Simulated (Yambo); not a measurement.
Absorption of LiBH₄ (space group Ama2, No. 40) with and without the electron-hole interaction (Yambo, LDA bands; 4×6×6 mesh, 6 valence and 9 conduction bands, static screening with 47 bands and a 3 Ry block, scissor 2.99 eV, Tamm-Dancoff; field along x). Axes are Cartesian, with cell vectors (Å) (6.40, 0.00, 0.00), (0.00, 2.82, 2.79), (0.00, -2.82, 2.79).

```json
[
 {"E (eV)": "6.85", "Im ε, BSE": "0.29", "Im ε, independent quasiparticles": "0.05"},
 {"E (eV)": "6.95", "Im ε, BSE": "0.33", "Im ε, independent quasiparticles": "0.05"},
 {"E (eV)": "7.05", "Im ε, BSE": "0.38", "Im ε, independent quasiparticles": "0.06"},
 {"E (eV)": "7.15", "Im ε, BSE": "0.44", "Im ε, independent quasiparticles": "0.06"},
 {"E (eV)": "7.25", "Im ε, BSE": "0.52", "Im ε, independent quasiparticles": "0.06"},
 {"E (eV)": "7.35", "Im ε, BSE": "0.62", "Im ε, independent quasiparticles": "0.07"},
 {"E (eV)": "7.45", "Im ε, BSE": "0.77", "Im ε, independent quasiparticles": "0.07"},
 {"E (eV)": "7.55", "Im ε, BSE": "0.97", "Im ε, independent quasiparticles": "0.08"},
 {"E (eV)": "7.65", "Im ε, BSE": "1.27", "Im ε, independent quasiparticles": "0.08"},
 {"E (eV)": "7.75", "Im ε, BSE": "1.76", "Im ε, independent quasiparticles": "0.09"},
 {"E (eV)": "7.85", "Im ε, BSE": "2.57", "Im ε, independent quasiparticles": "0.09"},
 {"E (eV)": "7.95", "Im ε, BSE": "3.67", "Im ε, independent quasiparticles": "0.10"},
 {"E (eV)": "8.05", "Im ε, BSE": "5.63", "Im ε, independent quasiparticles": "0.11"},
 {"E (eV)": "8.15", "Im ε, BSE": "10.1", "Im ε, independent quasiparticles": "0.12"},
 {"E (eV)": "8.25", "Im ε, BSE": "17.1", "Im ε, independent quasiparticles": "0.13"},
 {"E (eV)": "8.35", "Im ε, BSE": "16.1", "Im ε, independent quasiparticles": "0.14"},
 {"E (eV)": "8.45", "Im ε, BSE": "10.6", "Im ε, independent quasiparticles": "0.16"},
 {"E (eV)": "8.55", "Im ε, BSE": "8.97", "Im ε, independent quasiparticles": "0.17"},
 {"E (eV)": "8.65", "Im ε, BSE": "9.01", "Im ε, independent quasiparticles": "0.20"},
 {"E (eV)": "8.75", "Im ε, BSE": "8.24", "Im ε, independent quasiparticles": "0.23"},
 {"E (eV)": "8.85", "Im ε, BSE": "7.95", "Im ε, independent quasiparticles": "0.28"},
 {"E (eV)": "8.95", "Im ε, BSE": "6.99", "Im ε, independent quasiparticles": "0.35"},
 {"E (eV)": "9.05", "Im ε, BSE": "5.53", "Im ε, independent quasiparticles": "0.46"},
 {"E (eV)": "9.15", "Im ε, BSE": "4.66", "Im ε, independent quasiparticles": "0.58"},
 {"E (eV)": "9.25", "Im ε, BSE": "4.16", "Im ε, independent quasiparticles": "0.76"},
 {"E (eV)": "9.35", "Im ε, BSE": "3.73", "Im ε, independent quasiparticles": "1.03"},
 {"E (eV)": "9.45", "Im ε, BSE": "3.38", "Im ε, independent quasiparticles": "1.18"},
 {"E (eV)": "9.55", "Im ε, BSE": "3.47", "Im ε, independent quasiparticles": "1.36"},
 {"E (eV)": "9.65", "Im ε, BSE": "3.60", "Im ε, independent quasiparticles": "1.63"},
 {"E (eV)": "9.75", "Im ε, BSE": "3.47", "Im ε, independent quasiparticles": "1.97"},
 {"E (eV)": "9.85", "Im ε, BSE": "2.99", "Im ε, independent quasiparticles": "2.32"},
 {"E (eV)": "9.95", "Im ε, BSE": "2.94", "Im ε, independent quasiparticles": "2.48"},
 {"E (eV)": "10.05", "Im ε, BSE": "2.87", "Im ε, independent quasiparticles": "2.62"},
 {"E (eV)": "10.15", "Im ε, BSE": "3.07", "Im ε, independent quasiparticles": "3.11"},
 {"E (eV)": "10.25", "Im ε, BSE": "3.04", "Im ε, independent quasiparticles": "3.59"},
 {"E (eV)": "10.35", "Im ε, BSE": "3.32", "Im ε, independent quasiparticles": "4.06"},
 {"E (eV)": "10.45", "Im ε, BSE": "3.28", "Im ε, independent quasiparticles": "4.76"},
 {"E (eV)": "10.55", "Im ε, BSE": "3.24", "Im ε, independent quasiparticles": "5.96"},
 {"E (eV)": "10.65", "Im ε, BSE": "2.66", "Im ε, independent quasiparticles": "6.51"},
 {"E (eV)": "10.75", "Im ε, BSE": "2.31", "Im ε, independent quasiparticles": "6.44"},
 {"E (eV)": "10.85", "Im ε, BSE": "1.97", "Im ε, independent quasiparticles": "6.92"},
 {"E (eV)": "10.95", "Im ε, BSE": "1.91", "Im ε, independent quasiparticles": "7.12"},
 {"E (eV)": "11.05", "Im ε, BSE": "2.01", "Im ε, independent quasiparticles": "7.20"},
 {"E (eV)": "11.15", "Im ε, BSE": "1.85", "Im ε, independent quasiparticles": "7.09"},
 {"E (eV)": "11.25", "Im ε, BSE": "1.83", "Im ε, independent quasiparticles": "7.16"},
 {"E (eV)": "11.35", "Im ε, BSE": "1.68", "Im ε, independent quasiparticles": "6.60"},
 {"E (eV)": "11.45", "Im ε, BSE": "1.81", "Im ε, independent quasiparticles": "5.56"},
 {"E (eV)": "11.55", "Im ε, BSE": "1.74", "Im ε, independent quasiparticles": "4.91"},
 {"E (eV)": "11.65", "Im ε, BSE": "1.51", "Im ε, independent quasiparticles": "4.73"},
 {"E (eV)": "11.75", "Im ε, BSE": "1.42", "Im ε, independent quasiparticles": "4.42"},
 {"E (eV)": "11.85", "Im ε, BSE": "1.27", "Im ε, independent quasiparticles": "4.15"},
 {"E (eV)": "11.95", "Im ε, BSE": "1.34", "Im ε, independent quasiparticles": "4.11"},
 {"E (eV)": "12.05", "Im ε, BSE": "1.27", "Im ε, independent quasiparticles": "4.30"},
 {"E (eV)": "12.15", "Im ε, BSE": "1.32", "Im ε, independent quasiparticles": "4.54"},
 {"E (eV)": "12.25", "Im ε, BSE": "1.31", "Im ε, independent quasiparticles": "4.62"},
 {"E (eV)": "12.35", "Im ε, BSE": "1.12", "Im ε, independent quasiparticles": "4.34"},
 {"E (eV)": "12.45", "Im ε, BSE": "1.17", "Im ε, independent quasiparticles": "4.02"},
 {"E (eV)": "12.55", "Im ε, BSE": "1.15", "Im ε, independent quasiparticles": "3.94"},
 {"E (eV)": "12.65", "Im ε, BSE": "1.20", "Im ε, independent quasiparticles": "3.85"},
 {"E (eV)": "12.75", "Im ε, BSE": "1.26", "Im ε, independent quasiparticles": "4.03"},
 {"E (eV)": "12.85", "Im ε, BSE": "1.15", "Im ε, independent quasiparticles": "3.99"},
 {"E (eV)": "12.95", "Im ε, BSE": "1.19", "Im ε, independent quasiparticles": "3.64"},
 {"E (eV)": "13.05", "Im ε, BSE": "1.00", "Im ε, independent quasiparticles": "3.33"},
 {"E (eV)": "13.15", "Im ε, BSE": "0.88", "Im ε, independent quasiparticles": "2.98"},
 {"E (eV)": "13.25", "Im ε, BSE": "0.83", "Im ε, independent quasiparticles": "2.72"},
 {"E (eV)": "13.35", "Im ε, BSE": "0.77", "Im ε, independent quasiparticles": "2.70"},
 {"E (eV)": "13.45", "Im ε, BSE": "0.82", "Im ε, independent quasiparticles": "2.82"},
 {"E (eV)": "13.55", "Im ε, BSE": "0.73", "Im ε, independent quasiparticles": "2.85"}
]
```

The scissor comes from a G0W0 run whose convergence isn't established. Broadening 0.15 eV. The band window holds all transitions up to 13.6 eV. Fine structure above the onset can come from the mesh.

Geometry of the Materials Project entry, not relaxed at this level; primitive cell a = 6.3952 Å, b = c = 3.9636 Å, α = 90.54°, β = γ = 90.00°.

The structure is a Materials Project entry; no match was found in the copy of COD used, and its stability was not checked.
